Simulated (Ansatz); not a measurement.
# Response of Gd to small distortions

```
Gd
1.0
     3.64193    0.00000    0.00000
    -1.82097    3.15401    0.00000
     0.00000    0.00000    5.90172
Gd
2
Direct
  0.33333 0.66667 0.25000
  0.66667 0.33333 0.75000
```

Atom numbers follow the list: Gd1, Gd2.

Structure from Materials Project entry mp-155 (possibly hypothetical), not relaxed further.

Semilocal functionals without a Hubbard term describe localised f shells poorly; where the shell is localised, the real material differs.

The magnetic state is the one reached from the start moments; no search over orders was made, so it needn't be the ground state.

No spin–orbit coupling, which matters for the heavy atoms here.

Method: DFT, LDA, all-electron PAW with datasets made for the crystal, scalar-relativistic (Ansatz 0.2.0).

Numerical set-up: a Γ-centred 12×12×6 k mesh, Fermi–Dirac smearing of 0.03 eV, cutoff 280 eV (chosen by the program for this cell), spin-polarised from start moments Gd1 7, Gd2 7 μB.

The unchanged cell is at -4.38 GPa.

In a metal, stresses and small energies carry noise from the k mesh.

x, y and z are the Cartesian axes of the cell as listed; fractional coordinates follow a strain, and an engineering shear is twice the off-diagonal strain component.

(1) With this change (z strained by +1 % at fixed volume), what becomes of the energy and stress and moment?

(2) With this change (z strained by +4 % at fixed volume), what becomes of the energy and stress and moment?

Results:

(1) Energy change +2 meV/atom; stress change (xx, yy, zz, yz, xz, xy) 0.20, 0.20, -0.48, 0.00, 0.00, 0.00 GPa, compression positive; moment 15.18 → 15.17 μB.

(2) Energy change +17 meV/atom; stress change (xx, yy, zz, yz, xz, xy) 0.85, 0.85, -1.82, 0.00, 0.00, 0.00 GPa, compression positive; moment 15.18 → 15.13 μB.
